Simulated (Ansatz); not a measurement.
MoPt (CsCl type), relaxed with PBE (Ansatz, a quantum-chemistry and plane-wave program, plane waves, PAW): a = b = c = 3.1763 Å, α = β = γ = 90.00°.

* **ΔH_f (eV/atom)**: 0.23
* **B₀ by P(V) fit (GPa)**: 245

### Question
The same phase is relaxed and computed with r²SCAN in the same code. What are the cell and these values now?

### Answer
a = b = c = 3.158 Å, α = β = γ = 90.00°.

* **ΔH_f (eV/atom)**: 0.27
* **B₀ by P(V) fit (GPa)**: 264

Typed or built starts, not in the databases checked: MoPt, CsCl type. Unstable at this level: MoPt, CsCl type with r²SCAN. All cells were relaxed under the symmetry of their starts (and spin orders); stability against distortions was not tested throughout. Rows with no word on spin ran without spin polarisation. Scalar-relativistic: spin–orbit coupling is off unless named, which matters more the heavier the elements.

Potentials: the later of the program's two PAW sets.

Ansatz is a plane-wave DFT program.

Formation energies count from the lowest solids of the elements computed at the same level, not from gases.
